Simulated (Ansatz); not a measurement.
InBi (rock salt, Fm-3m), plane-wave PAW PBE (Ansatz code), all energies at zero smearing, with the estimated change up to a 700 eV cutoff added, with one set of potentials and settings (totals compare only within such a set). Cell of 2 atoms (1 In, 1 Bi): -17994.265 eV.

```
element              reference phase  E (eV/atom)
-------  ---------------------------  -----------
In       I4/mmm, 1 atoms in the cell   -5597.8481
Bi         R-3m, 2 atoms in the cell  -12396.5536
```

Formation energy per atom, worked out: (-17994.265 − 1×(-5597.8481) − 1×(-12396.5536))/2 = 0.068 eV/atom (7 kJ per mol of atoms), at 0 K, without zero-point energy or fitted corrections.

A made-up cell: these elements were put on the sites of a structure type; neither database checked (COD, Materials Project) lists it. COD files the formula under space group No. 129, so this cell is another polymorph or a model. Its standing as an ambient phase is unchecked. The PBE relaxation kept the symmetry of its start; whether a distortion lowers the energy is not shown. The references are the lowest solids computed at this level, not always the standard phases. Scalar-relativistic: spin–orbit coupling is off unless named, which matters more the heavier the elements.

Potentials: the later of the program's two PAW sets.
